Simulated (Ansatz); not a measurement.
Values for one crystal, relaxed and computed with LDA in the plane-wave PAW code Ansatz; other levels are named.

```yaml
volume_per_atom: 18.16 Å³
band_gap: 0.61 eV (indirect)
Poisson's ratio: 0.30
electron_effective_mass: 0.18, 0.28, 0.40 mₑ (principal values)
hill_bulk_and_shear_moduli: 95.3 and 44.5 GPa
Pressure derivative B′: 4.7
hole_effective_mass: 0.30, 1.2, 2.8 mₑ (principal values)
```

Pick the material that matches.
A. BeS, zinc blende
B. Rb2CuSbCl6, Fm-3m (Rb on 8c, Cu on 4b, Sb on 4a, Cl on 24e)
C. CrCuP2Se6, C2 (Pearson symbol mS20)
D. AlCuSnS4, Imma (Pearson symbol oI28)

D, AlCuSnS4, Imma (Pearson symbol oI28)

The first step of the workflow began from a Materials Project structure, measured or hypothetical; the Crystallography Open Database copy checked does not list it. Whether it is the stable phase at ambient conditions was not checked. The cell was relaxed with LDA under the symmetry of its start; its stability against distortions is not shown here. No spin polarisation was allowed. Spin–orbit coupling is left out wherever it is not named.

Potentials: the later of the program's two PAW sets.
